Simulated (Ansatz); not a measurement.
HfC:
```yaml
crystal:
  lattice:
    - [0.00000, 2.49795, 2.49795]
    - [2.49795, 0.00000, 2.49795]
    - [2.49795, 2.49795, 0.00000]
  atoms:
    - { symbol: Hf, position: [0.00000, 0.00000, 0.00000] }
    - { symbol: C, position: [0.25000, 0.25000, 0.25000] }
```

x, y and z are the axes in which the lattice vectors are written.

### Question
Give the high-frequency dielectric tensor and the Born effective charge tensors of the independent atoms from DFPT, DFT-PBEsol in the program Ansatz with PAW potentials.

### Answer

ε∞:
```
22.4  0.00  0.00
0.00  22.4  0.00
0.00  0.00  22.4
```
Z* of atom 1 (Hf), rows: field, columns: displacement, in e:
```
4.15  0.00  0.00
0.00  4.15  0.00
0.00  0.00  4.15
```
Z* of atom 2 (C), rows: field, columns: displacement, in e:
```
-4.15   0.00   0.00
 0.00  -4.15   0.00
 0.00   0.00  -4.15
```

Space group F-43m (zinc blende). The start of the workflow was typed in or built on a structure type; neither database checked (COD, Materials Project) lists it. It is not the phase usual at ambient conditions (space group No. 225). The PBEsol relaxation kept the symmetry of its start; its stability against distortions is not shown here. The run is not spin-polarised. Spin–orbit coupling is left out wherever it is not named.

Potentials: the later of the program's two PAW sets.
